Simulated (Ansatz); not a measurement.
Theory: DFT PBE, scalar-relativistic, plane waves, PAW (Ansatz). Plane waves to 420 eV, a 6×6×10 mesh through Γ for the 8-atom cell and 0.10 eV Gaussian smearing; no spin polarisation.

Energies over the elements count from the elements' standard structures at the same level, with no fitted energy shifts. The references include grey tin.

**Question.** Find a candidate orthorhombic metal with formula Sn3GeSe4, with a formation energy near −0.36 eV/atom and a density near 5.82 g/cm³, in a cell of 8 atoms.

**Answer.** Sn3GeSe4, space group Cmmm (No. 65). Sn on a site of symmetry 2/m has 6 Se at 2.98–2.99 Å; around Sn on a site of symmetry mmm lie 6 Se at 3.05 Å; around Ge lie 6 Se at 2.91 Å; Se on a site of symmetry 2mm is surrounded by 2 Ge at 2.91 Å and 4 Sn at 2.99–3.05 Å; 1 more site not described.

Space group Cmmm (No. 65). a = 8.444 Å, b = 11.934 Å, c = 4.217 Å, α = 90.00°, β = 90.00°, γ = 90.00°
```
atom  site  symmetry       x       y       z
  Sn    4e     ..2/m  0.2500  0.2500  0.0000
  Sn    2c       mmm  0.5000  0.0000  0.5000
  Ge    2d       mmm  0.0000  0.0000  0.5000
  Se    4g       2mm  0.7617  0.0000  0.0000
  Se    4j       m2m  0.5000  0.7442  0.5000
```

* Volume per atom: 26.56 Å³
* Density: 5.82 g/cm³
* Energy over the elements: −0.36 eV/atom
* Gap on the 6×6×10 mesh of the 8-atom cell: 0.02 eV by band count, less than the smearing, so the run treats it as a metal

It was reached by relaxing an invented guess, and it needn't be the stable form of this composition. The answer needn't be unique; the calculation gave this one.

The reference form of Se is held partly by dispersion forces, which this level lacks. A structure relaxed within its symmetry needn't be a true minimum.
